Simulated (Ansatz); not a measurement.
TiRh₃, DFT, LDA, all-electron LAPW, scalar-relativistic (Ansatz 0.2.0), run on 1 thread of Arm Neoverse V1 on a shared host.

The geometry is COD entry 1537861, unchecked; take it as a test cell. The listed cell was then made from it by scaling, straining or moving an atom.

Command: `ansatz run input.yaml --threads 1 --pin off --max-ram 4096MiB --backend cpu --events-out ev --progress --plain --runs-dir out`

```yaml
crystal:
  lattice:
    - [3.7963482204, 0.0, 0.0]
    - [0.0, 3.7963482204, 0.0]
    - [0.0, 0.0, 3.7963482204]
  atoms:
    - { symbol: Ti, position: [0.0, 0.0, 0.0] }
    - { symbol: Rh, position: [0.0, 0.5, 0.5] }
    - { symbol: Rh, position: [0.5, 0.0, 0.5] }
    - { symbol: Rh, position: [0.5, 0.5, 0.0] }
kpoints:
  mp_grid: { grid: [10, 10, 10] }
  band_path:
    path:
      - [0.0, 0.0, 0.0]
      - [0.0, 0.5, 0.0]
      - [0.5, 0.5, 0.0]
      - [0.0, 0.0, 0.0]
      - [0.5, 0.5, 0.5]
      - [0.0, 0.5, 0.0]
      - [0.5, 0.5, 0.5]
      - [0.5, 0.5, 0.0]
    npoints: 5
scf:
  occupations: { method: fermi_dirac, width: 0.03 }
hamiltonian:
  xc: lda
  pseudopotentials: { kind: all_electron, lapw: { basis_error: 0.001 } }
output:
  forces: true
  stress: true
  eigenvalues: true
```

**Question.** How large is the problem that the program sets up?

**Answer.** 56 irreducible k-points, 587 plane waves at Γ, 56 bands.

**Question.** Estimate the wall time and the peak memory.

**Answer.** 92 s of wall time for 12 SCF iterations, with a peak of 0.68 GiB. Times on shared machines scatter by tens of per cent.
